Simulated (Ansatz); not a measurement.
SiMo3 in space group Fm-3m (No. 225; Si on 4a, Mo on 4b, Mo on 8c), r²SCAN (plane waves, PAW; program Ansatz), all energies at zero smearing, with the estimated change up to a 700 eV cutoff added, with one set of potentials and settings (totals compare only within such a set). Cell of 4 atoms (1 Si, 3 Mo): -15542.183 eV.

| element | reference phase | E (eV/atom) |
|---|---|---|
| Si | Fd-3m, 2 atoms in the cell | -639.0665 |
| Mo | Im-3m, 1 atoms in the cell | -4967.6249 |

Formation energy per atom, worked out: (-15542.183 − 1×(-639.0665) − 3×(-4967.6249))/4 = -0.060 eV/atom (-6 kJ per mol of atoms), at 0 K, without zero-point energy or fitted corrections.

A made-up cell: these elements were put on the sites of a structure type; neither database checked (COD, Materials Project) lists it. COD files the formula under space group No. 223. Whether it is the stable phase at ambient conditions was not checked. Symmetry was held in the r²SCAN relaxation; its stability against distortions is not shown here. The run is not spin-polarised. The references are the lowest solids computed at this level, not always the standard phases.

Potentials: the earlier of the program's two PAW sets.
